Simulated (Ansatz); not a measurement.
Given:

Sc$_{4}$N$_{3}$O:
```
Sc4N3O
1.0
    4.48023     0.00000     0.00000
    0.00000     4.48023     0.00000
    0.00000     0.00000     4.48023
Sc O N
4 1 3
Direct
  0.00000   0.50000   0.50000
  0.00000   0.00000   0.00000
  0.50000   0.50000   0.00000
  0.50000   0.00000   0.50000
  0.50000   0.50000   0.50000
  0.50000   0.00000   0.00000
  0.00000   0.50000   0.00000
  0.00000   0.00000   0.50000
```

This is the r²SCAN-relaxed structure.

**Question.** All from plane-wave PAW r²SCAN (Ansatz code), unless another level is named. Estimate the Debye temperature from the elastic constants.

**Answer.** 893 K.

**Question.** Next, the elastic constants (relaxed ions, GPa)?

**Answer.** C11 = 426, C12 = 102, C44 = 163.

Space group Pm-3m. The start of the workflow was typed in or built on a structure type; neither database checked (COD, Materials Project) lists it. Its standing as an ambient phase is unchecked. The cell was relaxed with r²SCAN under the symmetry of its start; whether a distortion lowers the energy is not shown. The run is not spin-polarised. With an odd number of electrons in the cell and no spin polarisation, the count alone makes it a metal. As this level gives no gap, shear constants depend on the k-mesh and smearing (Fermi–Dirac, 0.1 eV here).

Potentials: the earlier of the program's two PAW sets. The files were generated under PBE; for other functionals the program regenerates the frozen cores, and for LDA and PBEsol the local potential too.
